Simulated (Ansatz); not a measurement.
**Calculated electric field gradients for KLiC4N6**

The cell is a Materials Project structure (computed, not necessarily an observed phase), taken as it stands.

Space group I4/mcm (No. 140); a = 7.2841, c = 14.2093 Å.

```
site  Wyckoff  site symmetry       x       y       z
   K       4a            422  0.0000  0.0000  0.2500
  Li       4b           -42m  0.0000  0.5000  0.2500
   C      16l            ..m  0.3022  0.1978  0.4192
 N13       8h           m.2m  0.2443  0.2557  0.5000
 N17      16l            ..m  0.3445  0.1555  0.3418
```

One atom of each set is listed; the run and its k-mesh use a cell of 24 atoms with edges of 8.78, 8.78, 8.78 Å.

The numbers come from a DFT calculation in Ansatz (PBE, plane waves and PAW, scalar-relativistic, 420 eV cutoff, Γ-centred 6×6×6 k-points, Fermi–Dirac smearing 0.02 eV).

C_Q = eQV_zz/h, which is 24.18 MHz for Q = 1 b and V_zz = 10²¹ V/m²; η = (V_xx − V_yy)/V_zz.

³⁹K: I = 3/2, Q = 60.30 mb; 6Li: I = 1, Q = -0.8080 mb; N-14: I = 1, Q = 20.44 mb. Nuclear quadrupole moments: year-2017 set (Pyykkö).

| site | atoms | first shell | V_zz (10²¹ V/m²) | η | C_Q (MHz) |
| --- | --- | --- | --- | --- | --- |
| K | 2 | 8 N at 3.05 Å | 1.85 | 0.00 | 2.70 |
| Li | 2 | 4 N at 2.07 Å | -0.047 | 0.00 | 0.001 |
| C | 8 | 2 N at 1.18–1.29 Å, angle 174°; also 1 Li at 3.15 Å | -2.46 | 0.09 | – |
| N13 | 4 | 2 C at 1.29 Å, angle 125° | 7.90 | 0.30 | 3.90 |
| N17 | 8 | 1 C at 1.18 Å, 1 Li at 2.07 Å, angle 151°; also 2 K at 3.05 Å | -3.02 | 0.53 | -1.49 |

An axis of threefold or higher order runs through K and Li, so V_zz lies along it and η is zero. At C V_zz points along the line of its two bonds (within 9°). At N13 V_zz runs parallel to the line that joins its two neighbours (within 1°). At N17 V_zz points along the shorter of its two bonds, to C (within 3°).

C has no stable isotope with a ground-state quadrupole moment in the table, so no C_Q is given.
